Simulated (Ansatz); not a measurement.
Consider the following.

TaGe$_{2}$:
```cif
data_Ge2Ta
_chemical_formula_sum 'Ta1 Ge2'
_space_group_name_H-M_alt 'P 1'
_space_group_IT_number 1
_cell_length_a 4.90349
_cell_length_b 4.90349
_cell_length_c 4.90349
_cell_angle_alpha 139.447
_cell_angle_beta 139.447
_cell_angle_gamma 58.694
loop_
_space_group_symop_operation_xyz
  'x, y, z'
loop_
_atom_site_label
_atom_site_type_symbol
_atom_site_fract_x
_atom_site_fract_y
_atom_site_fract_z
_atom_site_occupancy
Ta1 Ta 0.00000 0.00000 0.00000 1
Ge1 Ge 0.33643 0.33643 0.00000 1
Ge2 Ge 0.66357 0.66357 0.00000 1
```

This is the PBE-relaxed structure.

Q: All from DFT-PBE in the program Ansatz with PAW potentials, unless another level is named. Predict the electronic character.

A: metallic (no gap).

Q: And the density of states at the Fermi level?

A: 0.28 states/eV per atom (mean over ±0.08 eV).

Q: And the formation energy from the elements (no fitted shifts)?

A: -17 kJ/mol-atom.

Space group I4/mmm (MoSi2 or CaC2 type). A made-up cell: these elements were put on the sites of a structure type; neither database checked (COD, Materials Project) lists it. COD files the formula under space group No. 180, so this cell is another polymorph or a model. Its standing as an ambient phase is unchecked. Symmetry was held in the PBE relaxation; whether a distortion lowers the energy is not shown. The run is not spin-polarised. The references are the lowest solids computed at this level, not always the standard phases. Scalar-relativistic: spin–orbit coupling is off unless named, which matters more the heavier the elements.

Potentials: the later of the program's two PAW sets.
